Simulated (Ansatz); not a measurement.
## Two states of LiVO2

```
V Li O
1.0
     2.85231    0.00000    0.00000
     0.00000    5.85410    0.00000
     0.00000    0.00000    4.64912
V Li O
2 2 4
Direct
  0.25000 0.63470 0.25000
  0.75000 0.36530 0.75000
  0.25000 0.12600 0.25000
  0.75000 0.87400 0.75000
  0.25000 0.14400 0.75000
  0.75000 0.85600 0.25000
  0.25000 0.60200 0.75000
  0.75000 0.39800 0.25000
```

The numbers come from plane-wave PAW DFT (Ansatz): r2SCAN, with U_eff = 1.8 eV on V d (atomic projectors), 500 eV, 6×3×4 Γ-centred k points, fermi-dirac occupations (width 0.1 eV). Nothing was relaxed.

State A: V1 up, V2 up (collinear spin). State B: V1 up, V2 down (collinear spin).

Question: Compare the two self-consistent states.

Answer: State B is lower by 9.0 meV an atom at zero smearing.

```csv
state,free energy (meV/atom),largest moment in a small sphere (μB),net moment (μB/cell),gap on mesh (eV),pressure (GPa),largest force (eV/Å)
A,9.0,1.51,4.00,0.86,-1.4,0.75
B,0.0,1.49,0.00,1.03,-2.0,0.90
```

Origin: a known structure type with other elements, at an estimated volume, so it need not be a known compound. Caveats: the state breaks the symmetry of the cell; an odd or shifted mesh can miss the band edges, so this level's true gap may be smaller.
